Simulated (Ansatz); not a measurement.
The start is a generated cell, SnO2 placed in the pyrite structure type. The structure is fully relaxed (lattice and positions, P = 0) with r2SCAN (plane waves to 500 eV, PAW, scalar-relativistic; Ansatz, a quantum-chemistry and plane-wave program). First-step values are on the input's coarse k-mesh.

Ansatz input (later rounds restart from its end on a renewed k-mesh):
Ansatz 0.2 input:
```yaml
crystal:
  lattice:
    - [4.869098, 0, 0]
    - [0, 4.869098, 0]
    - [0, 0, 4.869098]
  atoms:
    - { symbol: Sn, position: [0, 0, 0] }
    - { symbol: Sn, position: [0.5, 0.5, 0] }
    - { symbol: Sn, position: [0, 0.5, 0.5] }
    - { symbol: Sn, position: [0.5, 0, 0.5] }
    - { symbol: O, position: [0.3851, 0.3851, 0.3851] }
    - { symbol: O, position: [0.8851, 0.1149, 0.6149] }
    - { symbol: O, position: [0.6149, 0.8851, 0.1149] }
    - { symbol: O, position: [0.1149, 0.6149, 0.8851] }
    - { symbol: O, position: [0.6149, 0.6149, 0.6149] }
    - { symbol: O, position: [0.1149, 0.8851, 0.3851] }
    - { symbol: O, position: [0.3851, 0.1149, 0.8851] }
    - { symbol: O, position: [0.8851, 0.3851, 0.1149] }
basis: { ecutwfc: 500, ecutrho_ratio: 4, xc_grid: 4, fft_grid_basis: typed }
kpoints: { mp_grid: { grid: [4, 4, 4] } }
hamiltonian:
  xc: r2scan
  dispersion: none
  pseudopotentials: { kind: paw }
scf: { occupations: { method: fermi_dirac, width: 0.05 } }
relax: { f_tol: 0.01, max_steps: 100, cell: { stress_tol: 0.02 } }
output: { forces: true, stress: true }
```

Q: What pressure does the first self-consistent step give?

A: +44.2 GPa (positive: the cell is compressed).

Q: What is the largest force in the starting geometry, and on which atom (counted from 1)?

A: 5.89 eV/Å, on O5, O6, O7, O8, O9, O10, O11, O12 (atoms numbered as listed).

Q: How much energy is released per atom?

A: 0.63 eV/atom.

Q: How does the volume per atom move from start to end?

A: +15.0 %, from 9.62 to 11.06 Å³/atom.

Q: How do the shortest distances between atoms change?

A: The closest pairs of elements (up to four, under 3.6 Å), start → end: O–O 1.94 → 2.71 Å; O–Sn 2.04 → 2.08 Å; Sn–Sn 3.44 → 3.61 Å.

Q: What band gap does the relaxed structure have at this level?

A: 1.61 eV, indirect (valence top at k = (0, 0.2, 0.4), conduction bottom at Γ) (no spin-orbit coupling).

Q: What does it relax into? Give the structure.

A: 
```cif
data_O8Sn4
_chemical_formula_sum 'Sn4 O8'
_space_group_name_H-M_alt 'Pa-3'
_space_group_IT_number 205
_space_group_name_Hall '-P 2ac 2ab 3'
_cell_length_a 5.10068
_cell_length_b 5.10068
_cell_length_c 5.10068
_cell_angle_alpha 90.000
_cell_angle_beta 90.000
_cell_angle_gamma 90.000
loop_
_atom_site_label
_atom_site_type_symbol
_atom_site_symmetry_multiplicity
_atom_site_Wyckoff_symbol
_atom_site_fract_x
_atom_site_fract_y
_atom_site_fract_z
_atom_site_occupancy
Sn1 Sn 4 a 0.00000 0.00000 0.00000 1
O1 O 8 c 0.33973 0.33973 0.33973 1
```

The space group stays Pa-3 (No. 205) (the run could not lower it), with 12 atoms in the primitive cell. Final values are on a 5×5×5 k-mesh of the relaxed cell. No spin polarisation in the result.

The run could not lose the symmetry of its start.

The first start was generated by placing the elements on the sites of a structure type. Materials Project lists a structure of SnO2 in the same space group, Pa-3 (No. 205); the sites were not compared with it, nor with measured phases. Known forms of SnO2 include space group No. 136.
